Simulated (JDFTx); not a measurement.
GaN(1 0 -1 0) slab cut from bulk GaN (space group P6_3mc, indices of the conventional cell, lattice of the Materials Project entry mp-804, not re-optimised): 12 atoms in 6 planes, a 1x1 cell of 16.56 Å² (|a| = 3.189, |b| = 5.192 Å), 6.5 Å between the outermost planes, Ga/N outermost, slab composition Ga6N6, cell height 22.4 Å, 6×4×1 k mesh, Fermi smearing 0.003 Ha, no spin polarisation. Whether this polymorph is the ambient one wasn't checked.

Computed with a modified build of JDFTx: PBE, GBRV ultrasoft potentials, plane waves to 20/100 Ha. The 8 outer atoms of 12 were relaxed in vacuum, keeping the start's symmetry; the fixed atoms still bear up to 0.5 eV/Å. The same slab in several models of one liquid. This is a symmetric, unreconstructed model surface, and the continuum liquid cannot react with it. These are Kohn-Sham edges of the slab on its k mesh, not quasiparticle energies; surface states and confinement enter them. Edges are measured from the vacuum level or from the bulk liquid.

```json
[
 {"medium": "vacuum", "valence edge (eV)": "-5.51", "conduction edge (eV)": "-4.10", "rough core time": "–"},
 {"medium": "CANDLE, water, 0.5 M NaF", "valence edge (eV)": "…", "conduction edge (eV)": "…", "rough core time": "10 min"},
 {"medium": "nonlinear PCM (GLSSA13), water, 0.5 M NaF", "valence edge (eV)": "…", "conduction edge (eV)": "…", "rough core time": "10 min"},
 {"medium": "SaLSA, water, 0.5 M NaF", "valence edge (eV)": "-4.94", "conduction edge (eV)": "-3.39", "rough core time": "20 min"}
]
```

**Question.** Some entries are withheld; supply them.

**Answer.** 
- CANDLE, water, 0.5 M NaF, valence edge (eV): -5.35
- CANDLE, water, 0.5 M NaF, conduction edge (eV): -3.74
- nonlinear PCM (GLSSA13), water, 0.5 M NaF, valence edge (eV): -4.79
- nonlinear PCM (GLSSA13), water, 0.5 M NaF, conduction edge (eV): -3.16

The times are rough (shared hosts); only ratios past two mean anything.
